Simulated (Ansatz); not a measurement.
Consider the following.

BaInHO₂:
```cif
data_HBaInO2
_chemical_formula_sum 'Ba1 In1 O2 H1'
_space_group_name_H-M_alt 'P4/mmm'
_space_group_IT_number 123
_space_group_name_Hall '-P 4 2'
_cell_length_a 4.28398
_cell_length_b 4.28398
_cell_length_c 3.88065
_cell_angle_alpha 90.000
_cell_angle_beta 90.000
_cell_angle_gamma 90.000
loop_
_atom_site_label
_atom_site_type_symbol
_atom_site_symmetry_multiplicity
_atom_site_Wyckoff_symbol
_atom_site_fract_x
_atom_site_fract_y
_atom_site_fract_z
_atom_site_occupancy
Ba1 Ba 1 d 0.50000 0.50000 0.50000 1
In1 In 1 a 0.00000 0.00000 0.00000 1
O1 O 2 f 0.00000 0.50000 0.00000 1
H1 H 1 b 0.00000 0.00000 0.50000 1
```

This is the PBEsol-relaxed structure.

Question: All from the program Ansatz at the PBEsol level (PAW), unless another level is named. Give the formation energy from the elements (no fitted shifts).

Answer: -1.59 eV/atom.

Question: And the electron effective mass?

Answer: 0.17, 0.21, 0.21 mₑ (principal values).

Question: Give the gap with spin–orbit coupling.

Answer: 0.71 eV.

Question: Next, the conduction-band minimum?

Answer: at Z.

The start of the workflow was typed in or built on a structure type; neither database checked (COD, Materials Project) lists it. Its standing as an ambient phase is unchecked. Symmetry was held in the PBEsol relaxation. At this level the phase is dynamically unstable (imaginary phonons). The references are the lowest solids computed at this level, not always the standard phases (solids in place of the gases). Spin–orbit coupling is left out wherever it is not named.

Potentials: the earlier of the program's two PAW sets. The files were generated under PBE; for other functionals the program regenerates the frozen cores, and for LDA and PBEsol the local potential too.
